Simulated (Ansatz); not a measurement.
**How much do the gradients of SiMo3 depend on the method?**

Cell: a structure deposited in the COD, whose atoms a relaxation with PBE at fixed cell left in place.

```xyz
8
Lattice="4.8890 0.0000 0.0000 0.0000 4.8890 0.0000 0.0000 0.0000 4.8890" Properties=species:S:1:pos:R:3 pbc="T T T"
Si    0.0000    0.0000    0.0000
Si    2.4445    2.4445    2.4445
Mo    1.2223    0.0000    2.4445
Mo    2.4445    3.6668    0.0000
Mo    3.6668    0.0000    2.4445
Mo    2.4445    1.2223    0.0000
Mo    0.0000    2.4445    3.6668
Mo    0.0000    2.4445    1.2223
```

Sites (sets of like atoms) are named by element and the number of their first atom in this list.

First run. All values are calculated (Ansatz; DFT, PBE, plane waves and PAW, scalar-relativistic, 420 eV cutoff, Γ-centred 7×7×7 k-points, Fermi–Dirac smearing 0.05 eV), not measured.

```json
{"site": "Mo", "atom": "3", "V_zz (10²¹ V/m²)": "4.82", "η": "0.00"}
```

Second run. The same atoms and settings, except that the functional is r2SCAN and the cutoff is 500 eV.

Task: Given the first result, estimate the second.

Result: 

| site | atom | V_zz | η | change of V_zz |
| --- | --- | --- | --- | --- |
| Mo | 3 | 5.47 | 0.00 | +0.65 |

The largest change of V_zz is on Mo, from 4.82 to 5.47. In per cent, |V_zz| changes by +13 on Mo (all sites that start above 2). Sites without a gradient aren't listed.

With no gap above 0.1 eV, as in a metal, the gradients converge slowly in k; expect changes of a tenth or more on a denser mesh. Without spin–orbit coupling (the program notes it for Mo) the gradients can shift somewhat, as the gap is small.
